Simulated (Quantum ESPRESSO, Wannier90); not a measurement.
## HfPbO₃ (cubic perovskite), plane waves to Wannier functions

Cell from Materials Project (mp-22535), symmetrised, no further relaxation. Not found in the COD (Crystallography Open Database) copy used, which has the formula in other groups; not checked further. Method: PBEsol plane waves in Quantum ESPRESSO 7.5 (PseudoDojo norm-conserving files, 68 Ry, no spin polarisation, no spin-orbit coupling), Bloch states on a 6×6×6 mesh through Γ, Wannier90 4.0.1. Density: 8×8×8 mesh, cold smearing 0.01 Ry. Spin-orbit coupling is left out although heavy elements are present.

```
begin unit_cell_cart
ang
    4.1554800000    0.0000000000    0.0000000000
    0.0000000000    4.1554800000    0.0000000000
    0.0000000000    0.0000000000    4.1554800000
end unit_cell_cart
mp_grid = 6 6 6
```

Neighbour vectors b of the finite-difference formula (Å⁻¹), by shell:

| shell | b_x | b_y | b_z |
|---|---|---|---|
| 1 | 0.00000 | 0.00000 | 0.25200 |
| 1 | 0.00000 | 0.25200 | 0.00000 |
| 1 | 0.25200 | 0.00000 | 0.00000 |
| 1 | 0.00000 | 0.00000 | -0.25200 |
| 1 | 0.00000 | -0.25200 | 0.00000 |
| 1 | -0.25200 | 0.00000 | 0.00000 |

Question: Find the weights w_b from the completeness condition Σ_b w_b b_α b_β = δ_αβ.

Answer: Shell 1: Σ b_x² = 0.127, Σ b_y² = 0.127, Σ b_z² = 0.127 Å⁻²
Each of the three diagonal sums, weighted, has to give 1 and the off-diagonal ones 0, which holds for w_1 = 7.87 Å². Check on xx: 7.87×0.127 = 1.00.

On this mesh the 9 functions of bands 14-22 (bands 14-22; start: atomic waves O 2p, conv_tol = 1.0e-6) end with spreads 2.1364, 1.2085, 2.1364, 2.1364, 2.1364, 1.2085, 1.2085, 2.1364, 2.1364 Å², Ω_I = 15.8753 Å² and Ω_D = 0.0000 Å².

Ω_total is the sum of the spreads, 16.444 Å². Ω_OD = Ω_total − Ω_I − Ω_D = 0.569 Å². Only (Ω_D + Ω_OD)/Ω_total = 3.5 % depends on the gauge, and another start could lower the total by that share at most. The rms radius is √(Ω_total/9) = 1.35 Å.
